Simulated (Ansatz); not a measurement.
NaCrS2O8:
```cif
data_Cr2Na2O16S4
_chemical_formula_sum 'Na2 Cr2 S4 O16'
_space_group_name_H-M_alt 'C2/m'
_space_group_IT_number 12
_space_group_name_Hall '-C 2y'
_cell_length_a 7.95200
_cell_length_b 5.14773
_cell_length_c 7.05191
_cell_angle_alpha 90.000
_cell_angle_beta 91.752
_cell_angle_gamma 90.000
loop_
_space_group_symop_operation_xyz
  'x, y, z'
  '-x, -y, -z'
  '-x, y, -z'
  'x, -y, z'
  'x+1/2, y+1/2, z'
  '-x+1/2, -y+1/2, -z'
  '-x+1/2, y+1/2, -z'
  'x+1/2, -y+1/2, z'
loop_
_atom_site_label
_atom_site_type_symbol
_atom_site_symmetry_multiplicity
_atom_site_Wyckoff_symbol
_atom_site_fract_x
_atom_site_fract_y
_atom_site_fract_z
_atom_site_occupancy
Na1 Na 2 c 0.50000 0.50000 0.50000 1
Cr1 Cr 2 a 0.00000 0.00000 0.00000 1
S1 S 4 i 0.36131 0.00000 0.21862 1
O1 O 4 i 0.28516 0.00000 0.40102 1
O2 O 8 j 0.47158 0.23528 0.20216 1
O3 O 4 i 0.24176 0.00000 0.05406 1
```
(The calculation used a cell of 12 atoms; values per cell refer to that cell.)
The run is spin-polarised, in the one order tried: ferromagnetic.

Relaxed at zero pressure with r²SCAN (plane waves, PAW; program Ansatz).

Question: The volume is lowered by 3 % and shape and atoms relax at that volume. What pressure results, and how do the axes share the change?

Answer: 1.2 GPa; a -0.9 %, b -0.1 %, c -1.9 %; the energy rises by 1 meV/atom.

Question: Give the new structure.

Answer: 
Space group C2/m (No. 12); a = 7.8786 Å, b = 5.1412 Å, c = 6.9159 Å, α = γ = 90.00°, β = 92.44°

```tsv
atom	site	symmetry	x	y	z
Na	2c	2/m	0.5000	0.5000	0.5000
Cr	2a	2/m	0.0000	0.0000	0.0000
S	4i	m	0.3649	0.0000	0.2222
O	4i	m	0.2888	0.0000	0.4074
O	8j	1	0.4761	0.2354	0.2061
O	4i	m	0.2442	0.0000	0.0529
```

The phase is kept; no other phase was compared at this pressure.

The workflow started from a Materials Project entry (that database holds measured and hypothetical structures alike); the Crystallography Open Database copy checked does not list it. Whether it is the stable phase at ambient conditions was not checked. Symmetry was held in the r²SCAN relaxation; whether a distortion lowers the energy is not shown. Magnetic state: ferromagnetic, the only order run, not a proven ground state. The cell computed holds one magnetic atom, so no antiferromagnetic order was within reach. Other orbital occupations within this spin state were not tried. No Hubbard U is applied.

Potentials: the later of the program's two PAW sets.
